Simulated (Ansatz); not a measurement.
B4C:
```
CELL_PARAMETERS angstrom
      2.81596     1.62580     4.02501
     -2.81596     1.62580     4.02501
      0.00000    -3.25159     4.02501
ATOMIC_POSITIONS crystal
  B  0.30846 0.80643 0.80643
  B  0.69154 0.19357 0.19357
  B  0.80643 0.30846 0.80643
  B  0.19357 0.69154 0.19357
  B  0.80643 0.80643 0.30846
  B  0.19357 0.19357 0.69154
  B  0.67024 0.99407 0.99407
  B  0.32976 0.00593 0.00593
  B  0.99407 0.67024 0.99407
  B  0.00593 0.32976 0.00593
  B  0.99407 0.99407 0.67024
  B  0.00593 0.00593 0.32976
  C  0.60976 0.60976 0.60976
  C  0.39024 0.39024 0.39024
  C  0.50000 0.50000 0.50000
```

Relaxed with r²SCAN. Independent-particle spectrum: no excitons, no local fields, no scissors shift; 0.1 eV broadening; ε₁ of the summed bands alone.

Tabulate the dielectric function from DFT-r²SCAN in the program Ansatz with PAW potentials.



```tsv
E (eV)	ε₁ xx	ε₂ xx	ε₁ zz	ε₂ zz
0.0	7.52	0.00	9.52	0.00
0.4	7.55	0.00	9.58	0.00
0.8	7.67	0.00	9.75	0.00
1.2	7.88	0.00	10.06	0.00
1.6	8.26	0.00	10.60	0.00
2.0	9.02	0.21	11.56	0.17
2.4	9.57	0.96	12.98	0.62
2.8	11.27	2.46	15.51	3.23
3.2	8.82	4.02	13.47	6.49
3.6	8.44	4.79	14.32	7.21
4.0	7.54	4.30	8.28	10.78
4.4	6.43	5.88	8.31	9.07
4.8	5.93	2.69	8.59	7.85
5.2	7.10	3.18	6.82	10.95
5.6	9.06	3.25	6.46	7.95
6.0	8.06	5.88	8.92	10.85
6.4	8.64	6.03	3.86	16.46
6.8	8.94	8.69	0.25	10.43
7.2	6.66	10.07	2.17	11.04
7.6	3.60	10.77	-0.82	10.30
8.0	2.15	9.10	-1.82	8.53
8.4	1.60	7.72	-1.76	7.27
8.8	1.99	7.11	-1.65	6.46
9.2	2.55	7.25	-1.70	5.75
9.6	1.77	8.44	-0.62	4.76
10.0	-0.07	7.61	-0.40	5.13
10.4	0.98	7.13	-0.68	5.83
10.8	0.84	8.37	-1.06	5.65
11.2	-1.63	8.30	-1.89	5.54
11.6	-2.56	6.88	-2.23	4.13
12.0	-3.21	5.99	-2.12	3.98
```

From ε at 2.4 eV (xx: 9.57 + 0.96i), find n, k, the normal reflectivity and the absorption coefficient.

n = 3.10, k = 0.155, R = 26 %, α = 2kE/ħc = 38000 cm⁻¹.

With all bands, ε∞ without local fields is 7.60 (xx = yy), 9.60 (zz). DFPT, with local fields, gives 7.30 (xx = yy), 8.90 (zz).

Space group R-3m. The workflow started from a Materials Project entry (that database holds measured and hypothetical structures alike); the Crystallography Open Database copy checked does not list it. Whether it is the stable phase at ambient conditions was not checked. The cell was relaxed with r²SCAN under the symmetry of its start; whether a distortion lowers the energy is not shown.

Potentials: the earlier of the program's two PAW sets. The files were generated under PBE; for other functionals the program regenerates the frozen cores, and for LDA and PBEsol the local potential too.
